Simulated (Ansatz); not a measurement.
Pd (bcc (W type), space group No. 229) at seven volumes, LDA (plane waves, PAW; program Ansatz), scaled uniformly. One row is withheld.

```
V (Å³/atom)  P (GPa)
-----------  -------
12.978         26.82
13.406         16.15
13.834          7.32
14.262          0.00
14.689         -6.05
15.117             ?
15.545        -15.13
```

Q: Fit the shown pressures and predict the withheld one.

A: P = (3/2)B₀(x^(7/2) − x^(5/2))[1 + (3/4)(B′ − 4)(x − 1)] with x = (V₀/V)^(2/3). Least squares on the six rows gives V₀ = 14.262 Å³/atom, B₀ = 221 GPa, B′ = 5.33. At V = 15.117, x = 0.9619 and P = -11.02 GPa. The run itself gave -11.03 GPa.

Space group Im-3m (bcc (W type)). The workflow started from a Materials Project entry (that database holds measured and hypothetical structures alike); the Crystallography Open Database copy checked does not list it. It is not the phase usual at ambient conditions (space group No. 225). The cell was relaxed with LDA under the symmetry of its start. At this level the phase is mechanically unstable. No spin polarisation was allowed.

Potentials: the later of the program's two PAW sets.
